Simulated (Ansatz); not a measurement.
# TePPb2O6: relaxation (Ansatz)

The input file (Ansatz 0.2.0, plane waves):

```yaml
crystal:
  lattice:
    - [0.0, 3.962581, 3.962581]
    - [3.962581, 0.0, 3.962581]
    - [3.962581, 3.962581, 0.0]
  atoms:
    - { symbol: O, position: [0.7392, 0.2608, 0.2608] }
    - { symbol: O, position: [0.2608, 0.7392, 0.2608] }
    - { symbol: O, position: [0.2608, 0.7392, 0.7392] }
    - { symbol: O, position: [0.7392, 0.2608, 0.7392] }
    - { symbol: O, position: [0.2608, 0.2608, 0.7392] }
    - { symbol: O, position: [0.7392, 0.7392, 0.2608] }
    - { symbol: Pb, position: [0.25, 0.25, 0.25] }
    - { symbol: Pb, position: [0.75, 0.75, 0.75] }
    - { symbol: Te, position: [0.5, 0.5, 0.5] }
    - { symbol: P, position: [0.0, 0.0, 0.0] }
  symmetry: { tolerance: 0.0003 }
kpoints:
  mp_grid: { grid: [7, 7, 7], shift: [0, 0, 0] }
magnetization:
  spin_polarized: false
scf:
  occupations: { method: methfessel_paxton, width: 0.1107 }
  lower_state_search: "off"
hamiltonian:
  pseudopotentials: { kind: paw }
  xc: r2scan
basis:
  ecutwfc: 500
  fft_grid_basis: typed
relax:
  max_steps: 60
output:
  forces: true
  stress: true
  eigenvalues: true
  bader: true
  populations: true
  elf: true
  write_potential: true
  volumetric_format: npy
  dos:
    e_range: [-12, 8]
    de: 0.05
    projected: { site_lists: { O: [O], P: [P], Pb: [Pb], Te: [Te] } }
  write_density: true
checkpoint:
  read: saved_state
```

Launch command:

```bash
ansatz run input.yaml --threads 2 --pin off --max-ram 3584MiB --backend cpu --events-out ev --progress --plain --runs-dir out
```

Origin of the cell: a known structure type with other elements, at an estimated volume, so it need not be a known compound.

The saved state is a converged single point of the same cell.

Steps:

```csv
step,ΔF (meV/atom),max force component (eV/Å),SCF iterations,step was
1,0.0,2.610,6,accepted
2,-71.5,1.818,6,accepted
3,-199.7,1.616,6,accepted
4,-268.7,1.384,6,accepted
5,-282.7,0.563,6,accepted
6,-287.6,0.016,5,accepted
7,-287.6,0.016,4,accepted
8,-287.6,0.001,4,accepted
```

Before:

Space group Fm-3m (No. 225); the run's cell has a = 5.604 Å, b = 5.604 Å, c = 5.604 Å, α = 60.00°, β = 60.00°, γ = 60.00°. Shortest distances: O–Te 1.90 Å, O–P 2.07 Å, O–O 2.68 Å, O–Pb 2.80 Å, Pb–Te 3.43 Å, P–Pb 3.43 Å.

After:

Space group Fm-3m (No. 225); the run's cell has a = 5.604 Å, b = 5.604 Å, c = 5.604 Å, α = 60.00°, β = 60.00°, γ = 60.00°. Shortest distances: O–P 1.74 Å, O–Te 2.22 Å, O–O 2.46 Å, O–Pb 2.81 Å, P–Pb 3.43 Å, Pb–Te 3.43 Å.

```yaml
crystal:
  lattice:
    - [0.00000, 3.96258, 3.96258]
    - [3.96258, 0.00000, 3.96258]
    - [3.96258, 3.96258, 0.00000]
  atoms:
    - { symbol: O, position: [0.78012, 0.21988, 0.21988] }
    - { symbol: O, position: [0.21988, 0.78012, 0.21988] }
    - { symbol: O, position: [0.21988, 0.78012, 0.78012] }
    - { symbol: O, position: [0.78012, 0.21988, 0.78012] }
    - { symbol: O, position: [0.21988, 0.21988, 0.78012] }
    - { symbol: O, position: [0.78012, 0.78012, 0.21988] }
    - { symbol: Pb, position: [0.25000, 0.25000, 0.25000] }
    - { symbol: Pb, position: [0.75000, 0.75000, 0.75000] }
    - { symbol: Te, position: [0.50000, 0.50000, 0.50000] }
    - { symbol: P, position: [0.00000, 0.00000, 0.00000] }
```

```
Free energy lowered by  : 287.6 meV/atom
Final pressure          : 5.70 GPa
Relaxation steps listed : 8
```

Caveats: no moments, though an odd count or open d shells may carry them; no spin-orbit coupling, though heavy elements are present; the SCF threshold is looser than advised for a stress; the relaxation held the start's symmetry, so the end may be a saddle point.

The run took 98 s of wall time on 2 CPU thread(s) of a shared host, from a saved density.
